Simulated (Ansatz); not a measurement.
**Compressing TiO: a fit and a missing row**

TiO, P-62m, a = 4.958 Å, c = 2.836 Å. This isn't the usual stable structure of the compound. Ansatz: PBEsol, PAW, 420 eV, Γ-centred 12×12×12 mesh on 6 atoms, Gaussian smearing 0.10 eV; no spin polarisation. Shape and atoms are relaxed at each volume; pressure is positive in compression.

| V (Å³/atom) | P (GPa) |
| --- | --- |
| 8.856 | ? |
| 9.158 | 27.43 |
| 9.460 | 16.77 |
| 9.762 | 7.71 |
| 10.064 | 0.00 |
| 10.366 | -6.56 |
| 10.668 | -12.14 |
| 11.070 | -18.28 |

Problem. Take V0 = 10.064 Å³/atom, fit the third-order Birch–Murnaghan form to the other rows, and predict the missing pressure.

Solution. With the Eulerian strain f = ½[(V0/V)^(2/3) − 1] and y = P/[3f(1 + 2f)^(5/2)], the form is the line y = B0 + 1.5 B0 (B0′ − 4) f. Rows (f, y): 0.03246, 240.7; 0.02106, 239.4; 0.01026, 238.1; -0.00976, 235.4; -0.01906, 234.0; -0.03077, 232.1. Means f = 0.0006983, y = 236.62; Σ(Δf)² = 0.003005, ΣΔfΔy = 0.4071; the slope is their ratio. y = 236.5 + 135.5 f GPa, so B0 = 236.5 GPa and B0′ = 4 + 2 × (135.5)/(3 × 236.5) = 4.38. At V = 8.856, f = 0.04449, y = 242.53 and P = 40.06 GPa. The run gave 39.96 GPa, so the fit is 0.10 GPa too high, a small miss on the scale of the series.

Spin polarisation was left out, and a magnetic state may lie lower.